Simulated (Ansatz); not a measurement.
YSi2Au2:
```yaml
crystal:
  lattice:
    - [-2.12571, 2.12571, 5.08363]
    - [2.12571, -2.12571, 5.08363]
    - [2.12571, 2.12571, -5.08363]
  atoms:
    - { symbol: Y, position: [0.00000, 0.00000, 0.00000] }
    - { symbol: Si, position: [0.38737, 0.38737, 0.00000] }
    - { symbol: Si, position: [0.61263, 0.61263, 0.00000] }
    - { symbol: Au, position: [0.25000, 0.75000, 0.50000] }
    - { symbol: Au, position: [0.75000, 0.25000, 0.50000] }
```

Relaxed with r²SCAN.

Which orbitals make up the states near the Fermi level in plane-wave PAW r²SCAN (Ansatz code)?

Within 0.5 eV of the Fermi level: Si 3p 36 %, Y 4d 34 %, Au 5d 13 %, outside the projected shells 9 %. Projections are on Löwdin-orthogonalised atomic valence shells; empty p or d shells of many metals are not among them.

Tabulate the density of states.

States/eV per cell of 5 atoms, in 0.25 eV bins, energy from the Fermi level.

| E (eV) | total | Au 5d | Y 4d | Si 3p |
|---|---|---|---|---|
| -7.85 | 3.00 | 1.62 | 0.11 | 0.76 |
| -7.60 | 3.19 | 1.86 | 0.08 | 0.78 |
| -7.35 | 4.14 | 2.80 | 0.07 | 0.83 |
| -7.10 | 5.84 | 4.17 | 0.11 | 1.14 |
| -6.85 | 4.64 | 3.59 | 0.09 | 0.76 |
| -6.60 | 4.97 | 3.90 | 0.10 | 0.75 |
| -6.35 | 10.54 | 8.60 | 0.28 | 1.13 |
| -6.10 | 8.28 | 6.86 | 0.19 | 0.86 |
| -5.85 | 7.70 | 6.40 | 0.24 | 0.70 |
| -5.60 | 7.60 | 6.62 | 0.16 | 0.53 |
| -5.35 | 9.25 | 8.16 | 0.17 | 0.56 |
| -5.10 | 7.20 | 6.00 | 0.11 | 0.69 |
| -4.85 | 3.16 | 2.43 | 0.05 | 0.43 |
| -4.60 | 2.10 | 1.29 | 0.05 | 0.52 |
| -4.35 | 1.60 | 0.75 | 0.05 | 0.54 |
| -4.10 | 1.45 | 0.64 | 0.07 | 0.48 |
| -3.85 | 1.02 | 0.48 | 0.06 | 0.27 |
| -3.60 | 0.65 | 0.25 | 0.04 | 0.22 |
| -3.35 | 1.60 | 0.42 | 0.19 | 0.65 |
| -3.10 | 2.96 | 0.80 | 0.41 | 1.21 |
| -2.85 | 2.35 | 0.81 | 0.25 | 0.88 |
| -2.60 | 2.64 | 0.92 | 0.31 | 0.97 |
| -2.35 | 2.62 | 0.71 | 0.43 | 1.10 |
| -2.10 | 2.47 | 0.61 | 0.46 | 1.04 |
| -1.85 | 2.53 | 0.59 | 0.54 | 1.06 |
| -1.60 | 2.43 | 0.53 | 0.60 | 0.99 |
| -1.35 | 2.20 | 0.44 | 0.58 | 0.85 |
| -1.10 | 1.68 | 0.29 | 0.44 | 0.62 |
| -0.85 | 1.40 | 0.23 | 0.40 | 0.51 |
| -0.60 | 1.34 | 0.21 | 0.43 | 0.48 |
| -0.35 | 1.32 | 0.19 | 0.42 | 0.48 |
| -0.10 | 1.28 | 0.17 | 0.41 | 0.47 |
| 0.15 | 0.97 | 0.12 | 0.35 | 0.34 |
| 0.40 | 0.86 | 0.10 | 0.31 | 0.30 |
| 0.65 | 1.05 | 0.10 | 0.39 | 0.33 |
| 0.90 | 1.63 | 0.13 | 0.74 | 0.33 |
| 1.15 | 2.19 | 0.15 | 1.00 | 0.32 |
| 1.40 | 2.08 | 0.12 | 0.92 | 0.30 |
| 1.65 | 2.60 | 0.12 | 1.06 | 0.32 |
| 1.90 | 2.44 | 0.10 | 1.08 | 0.28 |
| 2.15 | 3.22 | 0.13 | 1.61 | 0.34 |
| 2.40 | 3.84 | 0.18 | 2.06 | 0.45 |
| 2.65 | 4.02 | 0.20 | 2.11 | 0.55 |
| 2.90 | 4.10 | 0.18 | 2.30 | 0.63 |
| 3.15 | 5.63 | 0.18 | 3.31 | 0.71 |
| 3.40 | 4.60 | 0.15 | 2.65 | 0.68 |
| 3.65 | 4.50 | 0.15 | 2.14 | 0.83 |
| 3.90 | 3.20 | 0.11 | 1.29 | 0.73 |

Space group I4/mmm. The workflow started from a Materials Project entry (that database holds measured and hypothetical structures alike); the Crystallography Open Database copy checked does not list it. Its standing as an ambient phase is unchecked. The cell was relaxed with r²SCAN under the symmetry of its start; its stability against distortions is not shown here. The run is not spin-polarised. Scalar-relativistic: spin–orbit coupling is off unless named, which matters more the heavier the elements.

Potentials: the earlier of the program's two PAW sets.
